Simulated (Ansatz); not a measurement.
Here is the system:

HfO₂:
```cif
data_Hf2O4
_chemical_formula_sum 'Hf2 O4'
_space_group_name_H-M_alt 'P 1'
_space_group_IT_number 1
_cell_length_a 3.53744
_cell_length_b 3.53744
_cell_length_c 5.10350
_cell_angle_alpha 90.000
_cell_angle_beta 90.000
_cell_angle_gamma 90.000
loop_
_space_group_symop_operation_xyz
  'x, y, z'
loop_
_atom_site_label
_atom_site_type_symbol
_atom_site_fract_x
_atom_site_fract_y
_atom_site_fract_z
_atom_site_occupancy
Hf1 Hf 0.50000 0.50000 0.50000 1
Hf2 Hf 0.00000 0.00000 0.00000 1
O1 O 0.00000 0.50000 0.70359 1
O2 O 0.00000 0.50000 0.20359 1
O3 O 0.50000 0.00000 0.79641 1
O4 O 0.50000 0.00000 0.29641 1
```

This is the LDA-relaxed structure.

### Question
All from LDA in the plane-wave PAW code Ansatz, unless another level is named. Predict the band gap.

### Answer
4.49 eV (indirect).

### Question
Give the electron effective mass.

### Answer
0.76, 0.76, 0.98 mₑ (principal values).

### Question
Next, the valence-band maximum?

### Answer
at A.

### Question
Next, the conduction-band minimum?

### Answer
at Γ.

Space group P4_2/nmc. This is a known high-temperature phase of the composition, computed here at zero pressure and temperature. The LDA relaxation kept the symmetry of its start; phonons on a q-mesh show no instability. No spin polarisation was allowed. Scalar-relativistic: spin–orbit coupling is off unless named, which matters more the heavier the elements.

Potentials: the earlier of the program's two PAW sets.
